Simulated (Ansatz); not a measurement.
The calculation used DFT PBE, scalar-relativistic, plane waves, PAW in Ansatz 0.2.0. Settings of the last relaxation (6-atom cell): 420 eV, 6×10×6 k points, Gaussian smearing of 0.10 eV, no spin polarisation.

Formation energies are uncorrected and count from the elements' standard states at the same level.

Question: Propose a candidate for a monoclinic metal that holds Si and 1 more element, with a formation energy near −0.05 eV/atom and a density near 2.3 g/cm³, in a cell of 6 atoms.

Answer: Si2Br, space group P2_1/m (No. 11). Si on its first site has 3 Si at 2.26–2.35 Å; Si on its second site is surrounded by 1 Br at 2.26 Å and 3 Si at 2.35–2.37 Å; Br is surrounded by 1 Si at 2.26 Å.

Space group P2_1/m (No. 11). a = 6.701 Å, b = 3.911 Å, c = 8.052 Å, α = 90.00°, β = 110.82°, γ = 90.00°
```csv
atom,site,symmetry,x,y,z
Si,2e,m,0.4104,0.7500,0.9848
Si,2e,m,0.8996,0.2500,0.9429
Br,2e,m,0.8248,0.2500,0.6468
```

* Volume per atom: 32.9 Å³
* Density: 2.3 g/cm³
* Energy over the elements: −0.05 eV/atom
* Gap on the 6×10×6 mesh of the 6-atom cell: 0 eV (a metal)

The cell was found from a structure generator's guess, not taken from experiment. The answer needn't be unique; the calculation gave this one.

Weakly bound directions are ill-defined at this level, which has no dispersion term. The reference form of Br is held partly by dispersion forces, which this level lacks. This cell was reached by moving the atoms of another relaxed cell at random and relaxing again, last within the group found; it had no such test of its own.
